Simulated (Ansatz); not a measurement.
**Every step of a relaxation of Pt (hcp type)**

DFT, LDA, PAW with Ansatz's default frozen-core files, fully relativistic files with spin-orbit coupling (Ansatz 0.2.0); a Γ-centred 17×17×9 k mesh, Fermi–Dirac smearing of 0.05 eV, no spin polarisation. The run relaxes cell and atoms at a target pressure of 0 GPa.

Command: `ansatz run input.yaml --threads 2 --pin off --max-ram 5120MiB --backend cpu --events-out ev --progress --plain --runs-dir out` It took 69 s on 2 threads of Arm Neoverse V2, with other jobs on the host, peak memory 0.6 GiB.

```yaml
crystal:
  lattice:
    - [2.761413323, 0.0, 0.0]
    - [-1.3807066615, 2.391454088, 0.0]
    - [0.0, 0.0, 4.4734895832]
  atoms:
    - { symbol: Pt, position: [0.3333333333, 0.6666666667, 0.25] }
    - { symbol: Pt, position: [0.6666666667, 0.3333333333, 0.75] }
kpoints:
  mp_grid: { grid: [17, 17, 9] }
scf:
  occupations: { method: fermi_dirac, width: 0.05 }
hamiltonian:
  xc: lda
  pseudopotentials: { kind: paw_fr }
output:
  forces: true
  stress: true
  write_density: true
  write_potential: true
  elf: true
  volumetric_format: npy
relax:
  f_tol: 0.005
  max_steps: 40
  cell: {}
magnetization:
  noncollinear: true
  spin_orbit: true
```

Each step lists its free energy a cell above the last geometry, the pressure, the cell vectors (Å), and Cartesian positions (Å) with forces (eV/Å).

The first step:

```
step 1  dF = 33.81 meV  P = 2.13 GPa
  cell 2.7614 0.0000 0.0000  -1.3807 2.3915 0.0000  0.0000 0.0000 4.4735
  Pt 0.0000 1.5943 1.1184   0.0000 0.0000 0.0000
  Pt 1.3807 0.7972 3.3551   0.0000 0.0000 0.0000
```

The PAW files were made under PBE.

Task: Where does the relaxation end, and by which steps?

Result: After 5 geometries, with conventional a, b, c = 2.719, 2.719, 4.643 Å, at 14.868 Å³/atom (+0.66 % against the start) in space group P6_3/mmc, with a shortest distance of 2.719 Å. The further steps:
```
step 2  dF = 4.57 meV  P = -3.41 GPa
  cell 2.7362 0.0000 0.0000  -1.3681 2.3696 0.0000  0.0000 0.0000 4.6394
  Pt 0.0000 1.5797 1.1599   0.0000 0.0000 0.0000
  Pt 1.3681 0.7899 3.4796   0.0000 0.0000 0.0000
step 3  dF = 0.77 meV  P = 0.87 GPa
  cell 2.7113 0.0000 0.0000  -1.3556 2.3480 0.0000  0.0000 0.0000 4.6593
  Pt 0.0000 1.5654 1.1648   0.0000 0.0000 0.0000
  Pt 1.3556 0.7827 3.4945   0.0000 0.0000 0.0000
step 4  dF = 0.01 meV  P = -0.03 GPa
  cell 2.7199 0.0000 0.0000  -1.3600 2.3555 0.0000  0.0000 0.0000 4.6416
  Pt 0.0000 1.5704 1.1604   0.0000 0.0000 0.0000
  Pt 1.3600 0.7852 3.4812   0.0000 0.0000 0.0000
step 5  dF = 0.00 meV  P = 0.00 GPa
  cell 2.7194 0.0000 0.0000  -1.3597 2.3550 0.0000  0.0000 0.0000 4.6432
  Pt 0.0000 1.5700 1.1608   0.0000 0.0000 0.0000
  Pt 1.3597 0.7850 3.4824   0.0000 0.0000 0.0000
step 6  dF = -0.07 meV  P = 0.01 GPa  (same geometry on a basis chosen anew; earlier energies don't compare to the last digit)
  cell 2.7194 0.0000 0.0000  -1.3597 2.3550 0.0000  0.0000 0.0000 4.6432
  Pt 0.0000 1.5700 1.1608   0.0000 0.0000 0.0000
  Pt 1.3597 0.7850 3.4824   0.0000 0.0000 0.0000
```
